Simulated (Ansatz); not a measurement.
Relaxed-ion elastic tensor of GaN (wurtzite, space group No. 186) in GPa (Voigt order), LDA (plane waves, PAW; program Ansatz); density 6.29 g/cm³, 11.05 Å³ per atom.

```
 367   138   101   0.0   0.0   0.0
 138   367   101   0.0   0.0   0.0
 101   101   409   0.0   0.0   0.0
 0.0   0.0   0.0  96.6   0.0   0.0
 0.0   0.0   0.0   0.0  96.6   0.0
 0.0   0.0   0.0   0.0   0.0   114
```

### Question
Is the crystal mechanically stable?

### Answer
Yes: the smallest eigenvalue of C is 96.6 GPa.

### Question
Work out the Voigt, Reuss and Hill averages.

### Answer
K_V = 203, K_R = 203, K_H = 203; G_V = 115, G_R = 112, G_H = 114 GPa.

### Question
Give Young's modulus, Poisson's ratio, Pugh's ratio and the universal anisotropy index.

### Answer
E = 9KG/(3K + G) = 287 GPa; ν = 0.26; K/G = 1.78 (near the Pugh limit of 1.75, no verdict); A_U = 5G_V/G_R + K_V/K_R − 6 = 0.15.

### Question
Estimate the sound speeds and the Debye temperature.

### Answer
v_l = √((K + 4G/3)/ρ) = 7500 m/s, v_t = √(G/ρ) = 4250 m/s, mean 4720 m/s; Θ = (h/k)(3n/4πV)^(1/3) v_m = 631 K.

### Question
Solve the Christoffel equation for the three sound speeds along x, y, z.

### Answer
Eigenvalues of C_ijkl n_j n_l equal ρv² (piezoelectric stiffening left out). In km/s, slowest first: x 3.92, 4.27, 7.64; y 3.92, 4.27, 7.64; z 3.92, 3.92, 8.07.

### Question
How much does each axis shrink under pressure?

### Answer
Linear compressibilities β_i = Σ_j S_ij (j = 1 to 3): x 1.7, y 1.7, z 1.6 per TPa.

Space group P6_3mc (wurtzite). The cell was relaxed with LDA under the symmetry of its start; phonons on a q-mesh show no instability.

Potentials: the later of the program's two PAW sets.
